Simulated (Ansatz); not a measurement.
Task: ZrN (rock salt, Fm-3m) is relaxed with DFT-LDA in the program Ansatz with PAW potentials. What lattice parameters of the conventional cell result?

Result: a = 4.525 Å.

Task: Is it a metal or does it have a gap at this level?

Result: No gap at this level.

Symmetry was held in the LDA relaxation; of distortions, only those at the zone centre were tested. No spin polarisation was allowed. With an odd number of electrons in the cell and no spin polarisation, the count alone makes it a metal. Spin–orbit coupling is left out wherever it is not named.

Potentials: the later of the program's two PAW sets.
